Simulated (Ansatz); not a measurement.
## Checking a converged run of Ni

System: Ni, a measured crystal structure (space group Fm-3m, primitive cell doubled); the cell holds 2 atoms. Source: COD entry 9013030, which need not be the ambient phase.

Level of theory: Ansatz development build ahead of 0.2.0, DFT, PBE, PAW, plane waves, scalar-relativistic.

```yaml
crystal:
  lattice:
    - [0.0, 1.7905, 1.7905]
    - [3.581, 0.0, 3.581]
    - [1.7905, 1.7905, 0.0]
  atoms:
    - { symbol: Ni, position: [0.0, 0.0, 0.0], spin: 2.0 }
    - { symbol: Ni, position: [0.0, 0.5, 0.0], spin: -2.0 }
magnetization:
  spin_polarized: true
hamiltonian:
  xc: pbe
  pseudopotentials: { kind: paw }
basis:
  ecutwfc: 420
kpoints:
  mp_grid: { grid: [13, 7, 13] }
scf:
  occupations: { method: fermi_dirac, width: 0.1 }
  lower_state_search: "off"
output:
  forces: true
  stress: true
```

Time: 12 s on 2 threads of Arm Neoverse V2 (shared host), peak memory 0.47 GiB.

The end of the output:

```
SCF converged after 25 iterations
Magnetization: 0.0000 μB (18.0000 up, 18.0000 down)
Absolute magnetization: 0.0025 μB (∫|ρ↑−ρ↓|, with the PAW one-centre terms)
Spin contamination: 0.0000 ħ² per cell (⟨S²⟩ above its minimum at these occupations)
Per-site moments (μB) at R_I (Å): [(0.0012, 1.0445), (-0.0012, 1.0445)]
Free energy (F): -11679.383124 eV
Harris-Foulkes:  -11679.383124 eV  (|F-HF|=3.64e-12)
Internal energy: -11679.195475 eV  (E = F + TS)
E sigma→0 (E₀):  -11679.289299 eV
Entropy (-TS):   -0.187649 eV (-93.824 meV/atom)
Fermi energy:    16.814523 eV
--- Forces (eV/Å), atoms counted from 1 ---
  atom   1  Ni    -0.00000000     0.00000000    -0.00000000
  atom   2  Ni     0.00000000     0.00000000     0.00000000
--- Stress (GPa, compression-positive) ---
       -9.702055      -0.021049      -0.042688
       -0.021049      -9.763238      -0.021049
       -0.042688      -0.021049      -9.702055
  P = ⅓ Tr σ = -9.7224 GPa (-97.224 kbar)
```

The mesh has less symmetry than the lattice, which lowers the symmetry of the run.

A small moment in a metal is sensitive to the mesh and the smearing.

Site moments are taken inside atomic spheres and don't add up to the total.

Task: Would you trust this as the ground state? If a lower solution is known, describe it.

Result: No. A state 40.4 meV/atom (0.081 eV per cell) lower exists in this cell: ferromagnetic, site moments Ni1 0.67, Ni2 0.67 μB, total 1.27 μB per cell, no gap on the k-mesh. It was reached from: parallel moments, default search for lower states [Ni1 2.00, Ni2 2.00 μB]; a moment on one site alone, plain SCF [Ni2 2.00 μB]. The wrong state matters: the pressure is -9.0 GPa there against -9.7 GPa here. This multiple of the primitive cell fits some opposed orders; other multiples fit others. “Lowest” means lowest among the runs made in this cell.
